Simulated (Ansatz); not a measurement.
# ScInNi4: computed property card

ScInNi₄:
```cif
data_InNi4Sc
_chemical_formula_sum 'Sc1 In1 Ni4'
_space_group_name_H-M_alt 'P 1'
_space_group_IT_number 1
_cell_length_a 4.83290
_cell_length_b 4.83290
_cell_length_c 4.83290
_cell_angle_alpha 60.000
_cell_angle_beta 60.000
_cell_angle_gamma 60.000
loop_
_space_group_symop_operation_xyz
  'x, y, z'
loop_
_atom_site_label
_atom_site_type_symbol
_atom_site_fract_x
_atom_site_fract_y
_atom_site_fract_z
_atom_site_occupancy
Sc1 Sc 0.25000 0.25000 0.25000 1
In1 In 0.00000 0.00000 0.00000 1
Ni1 Ni 0.62543 0.62543 0.62543 1
Ni2 Ni 0.62543 0.62543 0.12371 1
Ni3 Ni 0.62543 0.12371 0.62543 1
Ni4 Ni 0.12371 0.62543 0.62543 1
```

Space group F-43m (No. 216); conventional cell a = 6.835 Å, b = 6.835 Å, c = 6.835 Å, α = 90.00°, β = 90.00°, γ = 90.00°.

Method: plane-wave PAW r²SCAN (Ansatz code). Structure relaxed to zero pressure with the same functional. Other levels are named where they apply.

Cell and energy:

```json
{
  "volume_per_atom": "13.30 Å³",
  "density": "8.21 g/cm³",
  "Formation energy from the elements (no fitted shifts)": "-0.41 eV/atom"
}
```

Electronic structure:

```json
{
  "electronic_character": "metallic (no gap)",
  "Density of states at the Fermi level": "0.76 states/eV per atom (mean over ±0.08 eV)"
}
```

The workflow started from a Materials Project entry (that database holds measured and hypothetical structures alike); the Crystallography Open Database copy checked does not list it. With Sc and In taken as one species the cell has the higher symmetry Fd-3m, so it may be an ordered model of a mixed-site phase. Its standing as an ambient phase is unchecked. Symmetry was held in the r²SCAN relaxation; whether a distortion lowers the energy is not shown. No spin polarisation was allowed. The references are the lowest solids computed at this level, not always the standard phases. Spin–orbit coupling is left out wherever it is not named.

Potentials: the later of the program's two PAW sets.
